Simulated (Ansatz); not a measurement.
## Ansatz 0.2.0, relaxation: ZnAg2Cl4

The command:

```bash
ansatz run input.yaml --threads 2 --pin off --max-ram 3584MiB --backend cpu --events-out ev --progress --plain --runs-dir out
```

Input:

```yaml
crystal:
  lattice:
    - [0.0, 5.318479, 5.318479]
    - [5.318479, 0.0, 5.318479]
    - [5.318479, 5.318479, 0.0]
  atoms:
    - { symbol: Cl, position: [0.25286, 0.25286, 0.25286] }
    - { symbol: Cl, position: [0.25858, 0.74714, 0.74714] }
    - { symbol: Cl, position: [0.25286, 0.25286, 0.74142] }
    - { symbol: Cl, position: [0.74714, 0.25858, 0.74714] }
    - { symbol: Cl, position: [0.74142, 0.25286, 0.25286] }
    - { symbol: Cl, position: [0.74714, 0.74714, 0.74714] }
    - { symbol: Cl, position: [0.25286, 0.74142, 0.25286] }
    - { symbol: Cl, position: [0.74714, 0.74714, 0.25858] }
    - { symbol: Ag, position: [0.5, 0.5, 0.5] }
    - { symbol: Ag, position: [0.0, 0.5, 0.5] }
    - { symbol: Ag, position: [0.5, 0.5, 0.0] }
    - { symbol: Ag, position: [0.5, 0.0, 0.5] }
    - { symbol: Zn, position: [0.125, 0.125, 0.125] }
    - { symbol: Zn, position: [0.875, 0.875, 0.875] }
  symmetry: { tolerance: 0.0003 }
kpoints:
  mp_grid: { grid: [4, 4, 4], shift: [0, 0, 0] }
magnetization:
  spin_polarized: false
scf:
  occupations: { method: fermi_dirac }
  lower_state_search: "off"
hamiltonian:
  pseudopotentials: { kind: paw }
  xc: pbe
basis:
  ecutwfc: 420
  fft_grid_basis: typed
relax:
  max_steps: 80
  cell: { p_target: 5.0 }
  f_tol: 0.03
output:
  forces: true
  stress: true
  eigenvalues: true
  bader: true
  populations: true
  elf: true
  write_potential: true
  volumetric_format: npy
  dos:
    e_range: [-12, 8]
    de: 0.05
    projected: { site_lists: { Ag: [Ag], Cl: [Cl], Zn: [Zn] } }
  write_density: true
checkpoint:
  read: saved_state
```

Origin of the cell: a known structure type with other elements, at an estimated volume, so it need not be a known compound.

The smearing width isn't typed, so it takes its default of 0.1 eV.

The saved state is a converged single point of the same cell.

Steps («new basis» is an SCF on plane waves selected anew at the same cell):

| step | ΔH (meV/atom) | max force component (eV/Å) | P (GPa) | volume (Å³) | SCF iterations | step was |
| --- | --- | --- | --- | --- | --- | --- |
| 1 | 0.0 | 0.605 | 5.18 | 300.88 | 7 | accepted |
| 2 | -27.1 | 0.142 | 3.85 | 307.34 | 7 | accepted |
| 3 | -29.7 | 0.046 | 5.31 | 301.08 | 6 | accepted |
| 4 | -29.9 | 0.001 | 5.02 | 302.21 | 6 | accepted |
| 5 | -29.9 | 0.001 | 5.02 | 302.21 | 6 | new basis |

Step 1, with forces in eV/Å:

```xyz
14
Lattice="0.000 5.318 5.318 5.318 0.000 5.318 5.318 5.318 0.000" Properties=species:S:1:pos:R:3:forces:R:3 pbc="T T T" step=1
Cl    2.690    2.690    2.690   -0.605   -0.605   -0.605
Cl    7.947    5.349    5.349    0.605   -0.605   -0.605
Cl    5.288    5.288    2.690    0.605    0.605   -0.605
Cl    5.349    7.947    5.349   -0.605    0.605   -0.605
Cl    2.690    5.288    5.288   -0.605    0.605    0.605
Cl    7.947    7.947    7.947    0.605    0.605    0.605
Cl    5.288    2.690    5.288    0.605   -0.605    0.605
Cl    5.349    5.349    7.947   -0.605   -0.605    0.605
Ag    5.318    5.318    5.318    0.000    0.000    0.000
Ag    5.318    2.659    2.659    0.000    0.000    0.000
Ag    2.659    2.659    5.318    0.000    0.000    0.000
Ag    2.659    5.318    2.659    0.000    0.000    0.000
Zn    1.330    1.330    1.330    0.000    0.000    0.000
Zn    9.307    9.307    9.307    0.000    0.000    0.000
```

Step 2, with forces in eV/Å:

```xyz
14
Lattice="0.000 5.356 5.356 5.356 0.000 5.356 5.356 5.356 0.000" Properties=species:S:1:pos:R:3:forces:R:3 pbc="T T T" step=2
Cl    2.664    2.664    2.664   -0.142   -0.142   -0.142
Cl    8.049    5.342    5.342    0.142   -0.142   -0.142
Cl    5.371    5.371    2.664    0.142    0.142   -0.142
Cl    5.342    8.049    5.342   -0.142    0.142   -0.142
Cl    2.664    5.371    5.371   -0.142    0.142    0.142
Cl    8.049    8.049    8.049    0.142    0.142    0.142
Cl    5.371    2.664    5.371    0.142   -0.142    0.142
Cl    5.342    5.342    8.049   -0.142   -0.142    0.142
Ag    5.356    5.356    5.356    0.000    0.000    0.000
Ag    5.356    2.678    2.678    0.000    0.000    0.000
Ag    2.678    2.678    5.356    0.000    0.000    0.000
Ag    2.678    5.356    2.678    0.000    0.000    0.000
Zn    1.339    1.339    1.339    0.000    0.000    0.000
Zn    9.373    9.373    9.373    0.000    0.000    0.000
```

Step 3, with forces in eV/Å:

```xyz
14
Lattice="0.000 5.320 5.320 5.320 0.000 5.320 5.320 5.320 0.000" Properties=species:S:1:pos:R:3:forces:R:3 pbc="T T T" step=3
Cl    2.631    2.631    2.631    0.046    0.046    0.046
Cl    8.008    5.291    5.291   -0.046    0.046    0.046
Cl    5.348    5.348    2.631   -0.046   -0.046    0.046
Cl    5.291    8.008    5.291    0.046   -0.046    0.046
Cl    2.631    5.348    5.348    0.046   -0.046   -0.046
Cl    8.008    8.008    8.008   -0.046   -0.046   -0.046
Cl    5.348    2.631    5.348   -0.046    0.046   -0.046
Cl    5.291    5.291    8.008    0.046    0.046   -0.046
Ag    5.320    5.320    5.320    0.000    0.000    0.000
Ag    5.320    2.660    2.660    0.000    0.000    0.000
Ag    2.660    2.660    5.320    0.000    0.000    0.000
Ag    2.660    5.320    2.660    0.000    0.000    0.000
Zn    1.330    1.330    1.330    0.000    0.000    0.000
Zn    9.309    9.309    9.309    0.000    0.000    0.000
```

Step 5, with forces in eV/Å:

```xyz
14
Lattice="0.000 5.326 5.326 5.326 0.000 5.326 5.326 5.326 0.000" Properties=species:S:1:pos:R:3:forces:R:3 pbc="T T T" step=5
Cl    2.638    2.638    2.638    0.001    0.001    0.001
Cl    8.015    5.301    5.301   -0.001    0.001    0.001
Cl    5.352    5.352    2.638   -0.001   -0.001    0.001
Cl    5.301    8.015    5.301    0.001   -0.001    0.001
Cl    2.638    5.352    5.352    0.001   -0.001   -0.001
Cl    8.015    8.015    8.015   -0.001   -0.001   -0.001
Cl    5.352    2.638    5.352   -0.001    0.001   -0.001
Cl    5.301    5.301    8.015    0.001    0.001   -0.001
Ag    5.326    5.326    5.326    0.000    0.000    0.000
Ag    5.326    2.663    2.663    0.000    0.000    0.000
Ag    2.663    2.663    5.326    0.000    0.000    0.000
Ag    2.663    5.326    2.663    0.000    0.000    0.000
Zn    1.332    1.332    1.332    0.000    0.000    0.000
Zn    9.321    9.321    9.321    0.000    0.000    0.000
```

| Item | Value |
| --- | --- |
| Enthalpy lowered by | 29.9 meV/atom |
| Volume change | 0.44 % |
| Final pressure | 5.02 GPa |
| Relaxation steps listed | 5 |

Caveats: the relaxation held the start's symmetry, so the end may be a saddle point.

It ran for 110 s on 2 threads of Arm Neoverse V1, with other jobs on the host, peak memory 0.81 GiB, from a saved density.
